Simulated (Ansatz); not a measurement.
Relaxed-ion elastic tensor of GaN in space group I4mm (No. 107; Ga on 2a, N on 2a) in GPa (Voigt order), plane-wave PAW r²SCAN (Ansatz code); density 6.92 g/cm³, 10.05 Å³ per atom.

```
 572  34.0   101   0.0   0.0   0.0
34.0   572   101   0.0   0.0   0.0
 101   101   287   0.0   0.0   0.0
 0.0   0.0   0.0   140   0.0   0.0
 0.0   0.0   0.0   0.0   140   0.0
 0.0   0.0   0.0   0.0   0.0  21.9
```

Task: Is the crystal mechanically stable?

Result: Yes: the smallest eigenvalue of C is 21.9 GPa.

Task: Work out the Voigt, Reuss and Hill averages.

Result: K_V = 211, K_R = 198, K_H = 205; G_V = 140, G_R = 69.6, G_H = 105 GPa.

Task: Give Young's modulus, Poisson's ratio, Pugh's ratio and the universal anisotropy index.

Result: E = 9KG/(3K + G) = 268 GPa; ν = 0.28; K/G = 1.95 (ductile by the Pugh limit of 1.75); A_U = 5G_V/G_R + K_V/K_R − 6 = 5.13.

Task: Estimate the sound speeds and the Debye temperature.

Result: v_l = √((K + 4G/3)/ρ) = 7060 m/s, v_t = √(G/ρ) = 3890 m/s, mean 4340 m/s; Θ = (h/k)(3n/4πV)^(1/3) v_m = 598 K.

Task: Solve the Christoffel equation for the three sound speeds along x, y, z.

Result: Eigenvalues of C_ijkl n_j n_l equal ρv² (piezoelectric stiffening left out). In km/s, slowest first: x 1.78, 4.50, 9.09; y 1.78, 4.50, 9.09; z 4.50, 4.50, 6.44.

Task: How much does each axis shrink under pressure?

Result: Linear compressibilities β_i = Σ_j S_ij (j = 1 to 3): x 1.2, y 1.2, z 2.6 per TPa.

The first step of the workflow began from a Materials Project structure, measured or hypothetical; the Crystallography Open Database copy checked does not list it. It is not the phase usual at ambient conditions (space group No. 186, 216). The cell was relaxed with r²SCAN under the symmetry of its start; of distortions, only those at the zone centre were tested.

Potentials: the earlier of the program's two PAW sets.
